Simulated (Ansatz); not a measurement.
The relaxed structure here is a generated cell of Co2Si: the first start was made by a random draw of sites in a space group, and the end was not matched to a known phase here, so it may be hypothetical.

The end point of a relaxation of Co$_{2}$Si. Space group P4/mmm (No. 123). These are PBEsol (plane waves to 420 eV, PAW, scalar-relativistic; Ansatz, an electronic-structure program) values and carry that method's errors.

```xyz
3
Lattice="3.7266 0.0000 0.0000 0.0000 3.7266 0.0000 0.0000 0.0000 2.5996" Properties=species:S:1:pos:R:3 pbc="T T T"
Co     0.0000     1.8633     1.2998
Co     1.8633     0.0000     1.2998
Si     1.8633     1.8633     0.0000
```

**Question.** Estimate the magnetic moment that PBEsol returns for this input.

**Answer.** Net 0.38 μB/atom, ferromagnetic.

Spin state reached: ferromagnetic (net 0.38 μB/atom), from parallel starting moments; other spin orders were not run from this start.

The run could not lose the symmetry of its start; a randomly shaken copy of 6 atoms returns to this structure.
